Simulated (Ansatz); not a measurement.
Ga₂O₃:
```yaml
crystal:
  lattice:
    - [6.12775, 1.51971, 0.00000]
    - [-6.12775, 1.51971, 0.00000]
    - [-1.38640, 0.00000, 5.64053]
  atoms:
    - { symbol: Ga, position: [0.09046, 0.90954, 0.79465] }
    - { symbol: Ga, position: [0.90954, 0.09046, 0.20535] }
    - { symbol: Ga, position: [0.65879, 0.34121, 0.31432] }
    - { symbol: Ga, position: [0.34121, 0.65879, 0.68568] }
    - { symbol: O, position: [0.16418, 0.83582, 0.10909] }
    - { symbol: O, position: [0.83582, 0.16418, 0.89091] }
    - { symbol: O, position: [0.17336, 0.82664, 0.56356] }
    - { symbol: O, position: [0.82664, 0.17336, 0.43644] }
    - { symbol: O, position: [0.49631, 0.50369, 0.25627] }
    - { symbol: O, position: [0.50369, 0.49631, 0.74373] }
```

r²SCAN (plane waves, PAW; program Ansatz) gives a gap of 3.02 eV without spin–orbit coupling, maximum on the M2–D line, 19 % of the way from M2, minimum at Γ.

Question: What happens when spin–orbit coupling is switched on?

Answer: The gap stays essentially unchanged, to 3.02 eV; maximum on the M2–D line, 19 % of the way from M2, minimum at Γ.

Question: Give the electron effective mass with spin–orbit coupling.

Answer: 0.26 mₑ (isotropic).

Question: Give the hole effective mass with spin–orbit coupling.

Answer: 3.1, 3.7, 4.7 mₑ (principal values).

Space group C2/m. The r²SCAN relaxation kept the symmetry of its start.

Potentials: the later of the program's two PAW sets.
